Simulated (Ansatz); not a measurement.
## CrFeAs4: which magnetic state is lowest?

These are results of Ansatz 0.2.0, DFT PBEsol, scalar-relativistic, plane waves, PAW, not measurements.

```cif
data_structure
_symmetry_space_group_name_H-M 'P 1'
_symmetry_Int_Tables_number 1
_cell_length_a 5.4468
_cell_length_b 2.9164
_cell_length_c 6.1807
_cell_angle_alpha 90.000
_cell_angle_beta 90.053
_cell_angle_gamma 90.000
_cell_volume 98.18
loop_
_atom_site_label
_atom_site_type_symbol
_atom_site_fract_x
_atom_site_fract_y
_atom_site_fract_z
_atom_site_occupancy
Cr1 Cr 0.50000 0.50000 0.50000 1
Fe1 Fe 0.00000 0.00000 0.00000 1
As1 As 0.31640 0.50000 0.12850 1
As2 As 0.68360 0.50000 0.87150 1
As3 As 0.83242 0.00000 0.35619 1
As4 As 0.16758 0.00000 0.64381 1
```

```
plane-wave cutoff                               : 420 eV
Γ-centred k-mesh                                : 8×12×6
occupation rule                                 : Gaussian smearing, 0.1 eV
list of starting moments (μB, in atom order)    : 3 0 0 0 0 0
check for lower electronic states after the SCF : off
```

All runs keep this geometry, which isn't relaxed for the lowest state (largest force there 0.075 eV/Å, pressure -6.5 GPa; forces reach 0.74 eV/Å in another state) and needn't be a stable compound; relaxing each order would shift the differences by some 11 meV/atom, going by the pressures and a bulk modulus of about 150 GPa. The large starts are 4.5 0 0 0 0 0 μB. The small starts are 0.5 0 0 0 0 0 μB. Site moments are spin moments in atom-centred spheres that scale with the neighbour distance. The states are those that the runs reached from these starts; a lower one can exist. No antiferromagnetic start is among these.

Q: Starts tried: no spin; ferromagnetic; large parallel starting moments; small parallel starting moments. Which state comes out lowest, and what are the moments?

A: Of the states reached here, with no antiferromagnetic start among them, the lowest is ferromagnetic, reached from every spin-polarised start, with site moments (μB) Cr +1.90, Fe -0.10.

```csv
start,ends,energy above lowest (meV/atom),site moments (μB),gap on mesh (eV),P (GPa)
no spin,non-magnetic,53.4,none over 0.05,metal,-8.7
ferromagnetic,ferromagnetic,0.00,"Cr +1.90, Fe -0.10",metal,-6.5
large parallel starting moments,ferromagnetic,0.00,"Cr +1.90, Fe -0.10",metal,-6.5
small parallel starting moments,ferromagnetic,0.00,"Cr +1.90, Fe -0.10",metal,-6.5
```

Cost: 4 runs of about 6.3 core-minutes in all, on Intel Xeon Platinum 8581C (Emerald Rapids) (shared hosts).